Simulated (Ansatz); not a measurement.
Total density of states per atom from the program Ansatz at the r²SCAN level (PAW), in 0.25 eV bins, energy from the Fermi level:

```
E (eV) | states/eV/atom
    -7.85 | # 0.08
    -7.60 | ######## 0.64
    -7.35 | ########## 0.77
    -7.10 | ##### 0.39
    -6.85 | ####### 0.51
    -6.60 | ########## 0.73
    -6.35 | ########## 0.73
    -6.10 | ##### 0.38
    -5.85 | ##### 0.41
    -5.60 | ########## 0.72
    -5.35 | #### 0.33
    -5.10 | ### 0.24
    -4.85 | ##### 0.41
    -4.60 | ######## 0.63
    -4.35 | ########### 0.84
    -4.10 | ################# 1.30
    -3.85 | ########################## 1.93
    -3.60 | ########################### 2.07
    -3.35 | ###################### 1.65
    -3.10 | ################# 1.25
    -2.85 | ################### 1.40
    -2.60 | ####################### 1.71
    -2.35 | #################### 1.54
    -2.10 | ##################### 1.57
    -1.85 | ############################ 2.14
    -1.60 | ############################## 2.27
    -1.35 | ############################## 2.27
    -1.10 | ####################### 1.75
    -0.85 | ################## 1.37
    -0.60 | ########## 0.77
    -0.35 | ############ 0.90
    -0.10 | #### 0.32
     0.15 | ##### 0.39
     0.40 | ######## 0.61
     0.65 | ###### 0.42
     0.90 | #### 0.29
     1.15 | ## 0.16
     1.40 | ## 0.13
     1.65 | # 0.07
     1.90 | # 0.09
     2.15 | ## 0.16
     2.40 | #### 0.32
     2.65 | ##### 0.39
     2.90 | ##### 0.40
     3.15 | #### 0.33
     3.40 | ### 0.25
     3.65 | #### 0.27
     3.90 | ### 0.24
     4.15 | #### 0.32
     4.40 | ###### 0.47
     4.65 | ###### 0.48
```

**Question.** Which compound is it?
(A) Pd3S, Cmcm (Pd on 8g, Pd on 4b, S on 4c)
(B) Zr5Sb3S, P6_3/mcm (Zr on 4d, Zr on 6g, Sb on 6g, S on 2b)
(C) ZrS3, P2_1/m (Zr on 2e, S on 2e, S on 2e, S on 2e)
(D) Nb5Si3, I4/mcm (Nb on 16l, Nb on 4c, Si on 8h, Si on 4a)

**Answer.** A, Pd3S, Cmcm (Pd on 8g, Pd on 4b, S on 4c). Within 0.5 eV of the Fermi level: Pd 4d 71 %, S 3p 20 %, outside the projected shells 7 %. Projections are on Löwdin-orthogonalised atomic valence shells; empty p or d shells of many metals are not among them.

The first step of the workflow began from a Materials Project structure, measured or hypothetical; the Crystallography Open Database copy checked does not list it. Its standing as an ambient phase is unchecked. The r²SCAN relaxation kept the symmetry of its start; its stability against distortions is not shown here. The run is not spin-polarised. Spin–orbit coupling is left out wherever it is not named.

Potentials: the earlier of the program's two PAW sets.
